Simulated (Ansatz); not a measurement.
Computed properties of ZrS

ZrS:
```cif
data_SZr
_chemical_formula_sum 'Zr1 S1'
_space_group_name_H-M_alt 'P 1'
_space_group_IT_number 1
_cell_length_a 3.69413
_cell_length_b 3.69413
_cell_length_c 3.69413
_cell_angle_alpha 60.000
_cell_angle_beta 60.000
_cell_angle_gamma 60.000
loop_
_space_group_symop_operation_xyz
  'x, y, z'
loop_
_atom_site_label
_atom_site_type_symbol
_atom_site_fract_x
_atom_site_fract_y
_atom_site_fract_z
_atom_site_occupancy
Zr1 Zr 0.00000 0.00000 0.00000 1
S1 S 0.50000 0.50000 0.50000 1
```

Space group Fm-3m (No. 225), rock salt; conventional cell a = b = c = 5.224 Å, α = β = γ = 90.00°.

Method: plane-wave PAW r²SCAN (Ansatz code). Geometry: relaxed at this level of theory. Other levels are named where they apply.

Cell and energy:

Volume per atom: 17.82 Å³
Density: 5.74 g/cm³
Formation energy from the elements (no fitted shifts): -1.57 eV/atom

Electronic structure:

- Electronic character: metallic (no gap)
- Density of states at the Fermi level: 0.62 states/eV per atom (mean over ±0.08 eV)
- Gap with spin–orbit coupling: none (metallic)

Mechanics:

Bulk modulus (Birch–Murnaghan fit): 140 GPa
Pressure derivative B′: 4.4

Charges:

- Bader charges: Zr +1.68, S -1.68 e

The workflow started from an entry of the Crystallography Open Database (COD), which files this formula under 2 space groups. Its standing as an ambient phase is unchecked. Symmetry was held in the r²SCAN relaxation; whether a distortion lowers the energy is not shown. The run is not spin-polarised. The references are the lowest solids computed at this level, not always the standard phases. Scalar-relativistic: spin–orbit coupling is off unless named, which matters more the heavier the elements.

Potentials: the later of the program's two PAW sets.
